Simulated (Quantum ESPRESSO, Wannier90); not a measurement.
**Sn (Immm), plane waves to Wannier functions**

Structure: Materials Project mp-623511, symmetrised, not relaxed again. Not found in the COD (Crystallography Open Database) copy used, which has the formula in other groups; not checked further. Computed values, not measurements, from PBEsol: Quantum ESPRESSO (norm-conserving PseudoDojo potentials, cutoff 58 Ry, spinors with spin-orbit coupling) on a Γ-centred 10×10×10 mesh, then Wannier90. Density: 16×16×16 mesh, cold smearing 0.01 Ry.

On the energy scale of pw.x, whose zero is arbitrary, the Fermi level lies at 10.26 eV.

Input w.win:

```
num_bands = 6
num_wann = 6
exclude_bands = 1-4,11-30
spinors = true
num_iter = 800
conv_tol = 1.0e-7
conv_window = 4
write_hr = true
write_u_matrices = true
auto_projections = true
begin unit_cell_cart
ang
   -1.7265400000    1.7755450000    2.3383400000
    1.7265400000   -1.7755450000    2.3383400000
    1.7265400000    1.7755450000   -2.3383400000
end unit_cell_cart
begin atoms_frac
Sn   0.0000000000  0.0000000000  0.0000000000
end atoms_frac
mp_grid = 10 10 10
begin kpoints
0.0000000000 0.0000000000 0.0000000000
0.0000000000 0.0000000000 0.1000000000
0.0000000000 0.0000000000 0.2000000000
... (997 more lines: the 10x10x10 mesh through Gamma)
end kpoints
```

Input of pw2wannier90.x that gives the overlap and projection files (equivalent; here they were cut from one run over all bands):

```
&inputpp
  outdir = './out'
  prefix = 'pwscf'
  seedname = 'w'
  write_amn = .true.
  write_mmn = .true.
  scdm_proj = .true.
  scdm_entanglement = 'isolated'
/
```

Output w.wout (banner and timings cut):

```
                                    ------
                                    SYSTEM
                                    ------

                              Lattice Vectors (Ang)
                    a_1    -1.726540   1.775545   2.338340
                    a_2     1.726540  -1.775545   2.338340
                    a_3     1.726540   1.775545  -2.338340

                   Unit Cell Volume:      28.67319  (Ang^3)

                        Reciprocal-Space Vectors (Ang^-1)
                    b_1     0.000000   1.769368   1.343514
                    b_2     1.819589   0.000000   1.343514
                    b_3     1.819589   1.769368   0.000000

 *----------------------------------------------------------------------------*
 |   Site       Fractional Coordinate          Cartesian Coordinate (Ang)     |
 +----------------------------------------------------------------------------+
 | sn   1   0.00000   0.00000   0.00000   |    0.00000   0.00000   0.00000    |
 *----------------------------------------------------------------------------*
                                ------------
                                K-POINT GRID
                                ------------

             Grid size = 10 x 10 x 10      Total points = 1000

 *---------------------------------- MAIN ------------------------------------*
 |  Number of Wannier Functions               :                 6             |
 |  Number of Objective Wannier Functions     :                 6             |
 |  Number of input Bloch states              :                 6             |
 |  Output verbosity (1=low, 5=high)          :                 1             |
 |  Timing Level (1=low, 5=high)              :                 1             |
 |  Optimisation (0=memory, 3=speed)          :                 3             |
 |  Length Unit                               :               Ang             |
 |  Post-processing setup (write *.nnkp)      :                 F             |
 |  Using Gamma-only branch of algorithms     :                 F             |
 *----------------------------------------------------------------------------*
 *------------------------------- WANNIERISE ---------------------------------*
 |  Total number of iterations                :               800             |
 |  Number of CG steps before reset           :                 5             |
 |  Trial step length for line search         :             2.000             |
 |  Convergence tolerence                     :         0.100E-06             |
 |  Convergence window                        :                 4             |
 |  Iterations between writing output         :                 1             |
 |  Iterations between backing up to disk     :               100             |
 |  Write r^2_nm to file                      :                 F             |
 |  Write xyz WF centres to file              :                 F             |
 |  Write on-site energies <0n|H|0n> to file  :                 F             |
 |  Use guiding centre to control phases      :                 F             |
 |  Use phases for initial projections        :                 F             |
 *----------------------------------------------------------------------------*
 *-------------------------------- PLOTTING ----------------------------------*
 |  Plotting Hamiltonian in WF basis          :                 T             |
 *----------------------------------------------------------------------------*

       ... (k-mesh section left out)

 Starting a new Wannier90 calculation ...

 Reading overlaps from w.mmn

 Reading projections from w.amn

 *------------------------------- WANNIERISE ---------------------------------*
 +--------------------------------------------------------------------+<-- CONV
 | Iter  Delta Spread     RMS Gradient      Spread (Ang^2)            |<-- CONV
 +--------------------------------------------------------------------+<-- CONV

 ------------------------------------------------------------------------------
 Initial State
  WF centre and spread    1  (  0.005972, -0.000389,  0.002757 )     0.76901549
  WF centre and spread    2  (  0.063972, -0.003003,  0.023235 )     3.35130224
  WF centre and spread    3  (  0.000785, -0.000028,  0.000282 )     0.49542258
  WF centre and spread    4  (  0.021264, -0.000796,  0.007974 )     1.47270471
  WF centre and spread    5  (  0.005341, -0.000253,  0.001870 )     0.71740561
  WF centre and spread    6  (  0.337233, -0.003139,  0.183803 )    25.61696004
  Sum of centres and spreads (  0.434567, -0.007608,  0.219921 )    32.42281066

      0     0.324E+02     0.0000000000       32.4228106624  <-- CONV
        O_D=     21.7871799 O_OD=      7.9408154 O_TOT=     32.4228107 <-- SPRD
 ------------------------------------------------------------------------------
      1    -0.472E+01     1.7408497348       27.7024043835  <-- CONV
        O_D=     16.8502021 O_OD=      8.1573869 O_TOT=     27.7024044 <-- SPRD
      2    -0.170E+01     0.7543671644       26.0013651590  <-- CONV
        O_D=     13.9553811 O_OD=      9.3511687 O_TOT=     26.0013652 <-- SPRD
      3     0.141E+02     0.7871446871       40.1237968841  <-- CONV
        O_D=     17.2951267 O_OD=     20.1338548 O_TOT=     40.1237969 <-- SPRD
      4    -0.721E+00     3.5242612065       39.4026632145  <-- CONV
        O_D=     16.6642653 O_OD=     20.0435826 O_TOT=     39.4026632 <-- SPRD
      5    -0.597E+01     2.6828389800       33.4338029342  <-- CONV
        O_D=     11.9645006 O_OD=     18.7744870 O_TOT=     33.4338029 <-- SPRD
       ... (lines left out)
     95    -0.512E-07     0.0001216082        2.6958692383  <-- CONV
        O_D=      0.0000205 O_OD=      0.0010334 O_TOT=      2.6958692 <-- SPRD
     96    -0.361E-07     0.0000999975        2.6958692022  <-- CONV
        O_D=      0.0000205 O_OD=      0.0010334 O_TOT=      2.6958692 <-- SPRD
     97    -0.174E-07     0.0000722570        2.6958691847  <-- CONV
        O_D=      0.0000205 O_OD=      0.0010334 O_TOT=      2.6958692 <-- SPRD
             <<<     Delta < 1.000E-07  over  4 iterations     >>>
             <<< Wannierisation convergence criteria satisfied >>>
 Final State
  WF centre and spread    1  (  0.000000,  0.000000, -0.000000 )     0.44640568
  WF centre and spread    2  ( -0.000000, -0.000000,  0.000000 )     0.44937927
  WF centre and spread    3  ( -0.000000, -0.000000, -0.000000 )     0.45015672
  WF centre and spread    4  (  0.000000,  0.000000, -0.000000 )     0.45001219
  WF centre and spread    5  (  0.000000,  0.000000, -0.000000 )     0.45150450
  WF centre and spread    6  (  0.000000,  0.000000, -0.000000 )     0.44841083
  Sum of centres and spreads (  0.000000,  0.000000, -0.000000 )     2.69586918

         Spreads (Ang^2)       Omega I      =     2.694815335
        ================       Omega D      =     0.000020489
                               Omega OD     =     0.001033360
    Final Spread (Ang^2)       Omega Total  =     2.695869185
```
